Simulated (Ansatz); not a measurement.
A relaxed cell of SnO (P4/nmm (No. 129)), relaxed on a k-mesh at least as fine as the one used below. Method: r2SCAN (plane waves to 500 eV, PAW, scalar-relativistic; Ansatz, a program for electronic structure). Γ-centred k-mesh 3×6×5 on the run's cell (coarser than for final values), Fermi–Dirac smearing 0.05 eV.

```yaml
crystal:
  lattice:
    - [7.61502, 0.00000, 0.00000]
    - [0.00000, 3.80751, 0.00000]
    - [0.00000, 0.00000, 4.93956]
  atoms:
    - { symbol: Sn, position: [0.00000, 0.50000, 0.73230] }
    - { symbol: Sn, position: [0.50000, 0.50000, 0.73230] }
    - { symbol: Sn, position: [0.25000, 0.00000, 0.26770] }
    - { symbol: Sn, position: [0.75000, 0.00000, 0.26770] }
    - { symbol: O, position: [0.25000, 0.50000, 0.50000] }
    - { symbol: O, position: [0.75000, 0.50000, 0.50000] }
    - { symbol: O, position: [0.00000, 0.00000, 0.50000] }
    - { symbol: O, position: [0.50000, 0.00000, 0.50000] }
```

The atoms are displaced by (Å):

```json
[
 {"atom": "Sn1", "ux": "0.084", "uy": "-0.092", "uz": "-0.100"},
 {"atom": "Sn2", "ux": "-0.169", "uy": "-0.020", "uz": "0.045"},
 {"atom": "Sn3", "ux": "0.074", "uy": "0.032", "uz": "0.113"},
 {"atom": "Sn4", "ux": "0.019", "uy": "-0.003", "uz": "0.016"},
 {"atom": "O5", "ux": "0.019", "uy": "0.178", "uz": "-0.013"},
 {"atom": "O6", "ux": "-0.004", "uy": "0.027", "uz": "-0.070"},
 {"atom": "O7", "ux": "0.030", "uy": "0.143", "uz": "0.042"},
 {"atom": "O8", "ux": "-0.021", "uy": "-0.137", "uz": "0.060"}
]
```

Q: What forces (eV/Å) and pressure result?

A: 
```
atom     Fx     Fy     Fz
----  -----  -----  -----
Sn1   -1.44   2.09   2.44
Sn2    1.76  -0.13   0.68
Sn3   -0.31   0.65  -2.33
Sn4   -0.24   0.07  -0.22
O5    -0.47  -2.02   0.27
O6     0.18  -0.25   0.58
O7     0.23  -2.20  -1.49
O8     0.31   1.78   0.06
```

Pressure +6.1 GPa.

Q: Estimate the energy cost of the displacement in the harmonic approximation and compare with the calculation.

A: For a harmonic well ΔE = −½ Σ F·u = 1.064 eV a cell, or 133 meV/atom. The calculated energy relative to the undisplaced cell is +0.12 eV/atom, so the harmonic estimate holds well.

No spin polarisation in the result.

The run that gave the undisplaced cell could not lose the symmetry of its start; a randomly shaken copy of 8 atoms returns to this structure.

The first start was generated by placing the elements on the sites of a structure type. A measured structure of SnO has the same space group, P4/nmm (No. 129); the sites were not compared with it.
